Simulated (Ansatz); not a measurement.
La$_{2}$Te$_{3}$:
```yaml
crystal:
  lattice:
    - [-4.85467, 4.85467, 14.59698]
    - [4.85467, -4.85467, 14.59698]
    - [4.85467, 4.85467, -14.59698]
  atoms:
    - { symbol: La, position: [0.57793, 0.46692, 0.62469] }
    - { symbol: La, position: [0.53308, 0.15777, 0.11102] }
    - { symbol: La, position: [0.84223, 0.95325, 0.37531] }
    - { symbol: La, position: [0.04675, 0.42207, 0.88898] }
    - { symbol: La, position: [0.17207, 0.29675, 0.38898] }
    - { symbol: La, position: [0.21692, 0.82793, 0.12469] }
    - { symbol: La, position: [0.90777, 0.78308, 0.61102] }
    - { symbol: La, position: [0.70325, 0.09223, 0.87531] }
    - { symbol: La, position: [0.16696, 0.16696, 0.00000] }
    - { symbol: La, position: [0.83304, 0.83304, 0.00000] }
    - { symbol: La, position: [0.58304, 0.08304, 0.50000] }
    - { symbol: La, position: [0.91696, 0.41696, 0.50000] }
    - { symbol: La, position: [0.87500, 0.50578, 0.13078] }
    - { symbol: La, position: [0.49422, 0.62500, 0.36922] }
    - { symbol: La, position: [0.37500, 0.74422, 0.86922] }
    - { symbol: La, position: [0.25578, 0.12500, 0.63078] }
    - { symbol: Te, position: [0.50843, 0.11039, 0.25279] }
    - { symbol: Te, position: [0.88961, 0.14240, 0.39804] }
    - { symbol: Te, position: [0.85760, 0.25564, 0.74721] }
    - { symbol: Te, position: [0.74436, 0.49157, 0.60196] }
    - { symbol: Te, position: [0.24157, 0.99436, 0.10196] }
    - { symbol: Te, position: [0.86039, 0.75843, 0.75279] }
    - { symbol: Te, position: [0.89240, 0.13961, 0.89804] }
    - { symbol: Te, position: [0.00564, 0.10760, 0.24721] }
    - { symbol: Te, position: [0.07305, 0.82601, 0.60591] }
    - { symbol: Te, position: [0.17399, 0.77990, 0.24704] }
    - { symbol: Te, position: [0.22010, 0.46715, 0.39409] }
    - { symbol: Te, position: [0.53285, 0.92695, 0.75296] }
    - { symbol: Te, position: [0.67695, 0.78285, 0.25296] }
    - { symbol: Te, position: [0.57601, 0.32305, 0.10591] }
    - { symbol: Te, position: [0.52990, 0.42399, 0.74704] }
    - { symbol: Te, position: [0.21715, 0.47010, 0.89409] }
    - { symbol: Te, position: [0.84143, 0.43651, 0.24595] }
    - { symbol: Te, position: [0.56349, 0.80943, 0.40492] }
    - { symbol: Te, position: [0.19057, 0.59549, 0.75405] }
    - { symbol: Te, position: [0.40451, 0.15857, 0.59508] }
    - { symbol: Te, position: [0.90857, 0.65451, 0.09508] }
    - { symbol: Te, position: [0.18651, 0.09143, 0.74595] }
    - { symbol: Te, position: [0.55943, 0.81349, 0.90492] }
    - { symbol: Te, position: [0.34549, 0.44057, 0.25405] }
```

Relaxed with r²SCAN. Special points in fractions of this cell's reciprocal vectors: Γ (0.000, 0.000, 0.000); X (0.000, 0.000, 0.500); P (0.250, 0.250, 0.250); N (0.000, 0.500, 0.000); M (0.500, 0.500, -0.500); S (0.278, 0.722, -0.278); S0 (-0.278, 0.278, 0.278); R (-0.055, 0.055, 0.500); G (0.500, 0.500, -0.055).

### Question
List the band energies nearest the valence-band maximum at these points for r²SCAN (plane waves, PAW; program Ansatz).

### Answer
In eV from the valence-band maximum; about four levels below and three above (degenerate sets whole), none deeper than 8.9 eV; points with the same levels are listed once.

| k | below | above |
|---|---|---|
| Γ | -0.18 -0.18 -0.09 -0.09 | 1.34 1.37 1.52 |
| X | -0.41 -0.41 -0.36 -0.36 | 1.66 1.66 1.77 1.77 |
| P | -0.40 -0.40 -0.36 -0.36 | 1.65 1.65 1.74 1.74 |
| N | -0.35 -0.34 -0.33 -0.18 | 1.57 1.66 1.68 |
| M | -0.26 -0.26 0.00 0.00 | 1.53 1.53 1.58 1.58 |
| S | -0.35 -0.33 -0.26 -0.15 | 1.61 1.63 1.69 |
| R | -0.42 -0.42 -0.35 -0.35 | 1.66 1.66 1.77 1.77 |

Space group I-42d. The first step of the workflow began from a Materials Project structure, measured or hypothetical; the Crystallography Open Database copy checked does not list it. Its standing as an ambient phase is unchecked. The r²SCAN relaxation kept the symmetry of its start; its stability against distortions is not shown here. Spin–orbit coupling is left out wherever it is not named.

Potentials: the later of the program's two PAW sets.
